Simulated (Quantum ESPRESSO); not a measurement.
Band energies of CaCd₂As₂

```
CELL_PARAMETERS angstrom
      4.41388     0.00000     0.00000
     -2.20694     3.82253     0.00000
      0.00000     0.00000     7.20606
ATOMIC_POSITIONS crystal
  Ca 0.00000 0.00000 0.00000
  As 0.33333 0.66667 0.23766
  As 0.66667 0.33333 0.76234
  Cd 0.33333 0.66667 0.63325
  Cd 0.66667 0.33333 0.36675
```

LDA (Quantum ESPRESSO, PseudoDojo norm-conserving, 102 Ry, no spin-orbit coupling); path ΓMKΓALHA,LM,KH; energies in eV from the valence-band maximum.

| k (1/Å) | point | band 36 | band 37 | band 38 | band 39 | band 40 | band 41 | band 42 | band 43 |
|---|---|---|---|---|---|---|---|---|---|
| 0.00 | Γ | -1.28 | -1.28 | -0.28 | 0.00 | 0.00 | 0.07 | 0.66 | 2.23 |
| 0.41 |  | -3.49 | -2.59 | -1.73 | -0.86 | -0.79 | 1.38 | 1.58 | 2.93 |
| 0.82 | M | -4.20 | -3.00 | -2.16 | -2.12 | -1.28 | 0.92 | 2.11 | 2.57 |
| 1.06 |  | -4.30 | -3.06 | -2.83 | -2.13 | -1.62 | 2.06 | 2.25 | 2.51 |
| 1.30 | K | -4.50 | -3.84 | -2.38 | -2.38 | -1.93 | 2.27 | 2.51 | 2.51 |
| 1.49 |  | -4.42 | -3.41 | -2.85 | -2.05 | -1.64 | 2.13 | 2.55 | 2.84 |
| 2.06 |  | -2.11 | -1.42 | -1.24 | -0.33 | -0.10 | 0.97 | 1.06 | 2.34 |
| 2.25 | Γ | -1.28 | -1.28 | -0.28 | 0.00 | 0.00 | 0.07 | 0.66 | 2.23 |
| 2.68 | A | -2.08 | -0.90 | -0.90 | -0.59 | -0.59 | 0.42 | 1.43 | 2.54 |
| 3.01 |  | -2.88 | -1.70 | -1.67 | -1.38 | -0.89 | 1.54 | 2.04 | 2.20 |
| 3.50 | L | -4.86 | -2.33 | -2.21 | -1.19 | -1.06 | 1.28 | 1.54 | 1.67 |
| 3.82 |  | -4.78 | -3.10 | -2.52 | -1.74 | -1.32 | 1.59 | 1.90 | 3.04 |
| 3.98 | H | -4.78 | -3.36 | -2.71 | -1.55 | -1.55 | 1.79 | 1.79 | 3.17 |
| 4.29 |  | -4.39 | -2.62 | -2.04 | -1.90 | -1.35 | 1.73 | 1.78 | 2.88 |
| 4.77 |  | -2.10 | -1.39 | -1.18 | -0.92 | -0.77 | 1.16 | 1.64 | 2.58 |
| 4.93 | A | -2.08 | -0.90 | -0.90 | -0.59 | -0.59 | 0.42 | 1.43 | 2.54 |
| 4.93 | L | -4.86 | -2.33 | -2.21 | -1.19 | -1.06 | 1.28 | 1.54 | 1.67 |
| 5.36 | M | -4.20 | -3.00 | -2.16 | -2.12 | -1.28 | 0.92 | 2.11 | 2.57 |
| 5.36 | K | -4.50 | -3.84 | -2.38 | -2.38 | -1.93 | 2.27 | 2.51 | 2.51 |
| 5.80 | H | -4.78 | -3.36 | -2.71 | -1.55 | -1.55 | 1.79 | 1.79 | 3.17 |

The LDA gap is direct, 0.07 eV at Γ.

Spin-orbit splittings are left out.

Geometry of the Materials Project entry, not relaxed at this level.
